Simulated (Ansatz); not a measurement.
Interlayer sliding in a free bilayer taken from bulk TiTe$_{2}$ (CdI2 type): the upper half of the atoms below is shifted in the plane.

```
CELL_PARAMETERS angstrom
      3.78396     0.00000     0.00000
      1.89198     3.27701     0.00000
      0.00000     0.00000    24.99287
ATOMIC_POSITIONS crystal
  Te 0.66667 0.66667 0.29791
  Ti 0.00000 0.00000 0.36639
  Te 0.33333 0.33333 0.43416
  Te 0.66667 0.66667 0.56584
  Ti 0.00000 0.00000 0.63361
  Te 0.33333 0.33333 0.70209
```

In-plane vectors a = (3.784, 0.000) Å, b = (1.892, 3.277) Å, area 12.40 Å². The shift is s times the vector a (length 3.784 Å), so s = 1 restores the start. Atoms relax along the normal only. γ = [E(shift) − E(0)] / area.

Method: r2SCAN+rVV10 (plane waves to 500 eV, PAW, scalar-relativistic; Ansatz, a program for electronic structure). k mesh 14×14×1 (Γ-centred), Fermi-Dirac smearing 0.05 eV. E is the zero-smearing estimate. Spin-orbit coupling is left out, though Te is heavy. TiTe2 is run without spin polarisation. TiTe2 was relaxed with its symmetry unable to fall. γ is measured from zero shift. The last digit holds for this mesh only.

| s | γ (mJ/m²) |
|---|---|
| 0.000 | 0 |
| 0.083 | 11 |
| 0.167 | 36 |
| 0.250 | 63 |
| 0.333 | 84 |
| 0.417 | 96 |
| 0.500 | 100 |
| 0.583 | 96 |
| 0.667 | 84 |
| 0.750 | 63 |
| 0.833 | 36 |
| 0.917 | 11 |

Does γ have a local minimum between the ends of the line, and at which s?

No computed point is one.

By a periodic cubic spline through the points, what shear stress does the steepest rise of γ from s = 0 correspond to?

0.89 GPa. A slope of 1 mJ/m² per Å is 0.01 GPa.

(The slope of γ gives the shear force per area between the displaced halves; near zero shift its curvature is an elastic stiffness.)
